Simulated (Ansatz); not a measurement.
WO₃:
```cif
data_O12W4
_chemical_formula_sum 'W4 O12'
_space_group_name_H-M_alt 'P21/c'
_space_group_IT_number 14
_space_group_name_Hall '-P 2ybc'
_cell_length_a 5.31618
_cell_length_b 5.27500
_cell_length_c 7.73938
_cell_angle_alpha 90.000
_cell_angle_beta 90.712
_cell_angle_gamma 90.000
loop_
_atom_site_label
_atom_site_type_symbol
_atom_site_symmetry_multiplicity
_atom_site_Wyckoff_symbol
_atom_site_fract_x
_atom_site_fract_y
_atom_site_fract_z
_atom_site_occupancy
W1 W 4 e 0.74693 0.23109 0.21848 1
O1 O 4 e 0.46966 0.02657 0.22799 1
O2 O 4 e 0.25124 0.70815 0.00609 1
O3 O 4 e 0.02309 0.47500 0.27185 1
```

Relaxed with PBEsol. 

### Question
HSE06 on this cell (Ansatz, a program for electronic structure, PAW) gives a gap of 2.88 eV. What does PBEsol give?

### Answer
1.66 eV.

Cost on shared cores: the PBEsol run (SCF on a 5×5×4 mesh, then bands and DOS) about 10 core-minutes (a rough figure), the HSE06 run (SCF on 3×3×2, then a few points) roughly 14 core-minutes; the tasks are unlike.

Space group P2_1/c. The first step of the workflow began from a Materials Project structure, measured or hypothetical; the Crystallography Open Database files this formula in space group No. 14, but the cells were not matched. Its standing as an ambient phase is unchecked. The PBEsol relaxation kept the symmetry of its start; whether a distortion lowers the energy is not shown. The run is not spin-polarised. No Hubbard U is applied. Spin–orbit coupling is left out wherever it is not named.

Potentials: the later of the program's two PAW sets.

Ansatz is a plane-wave DFT program.
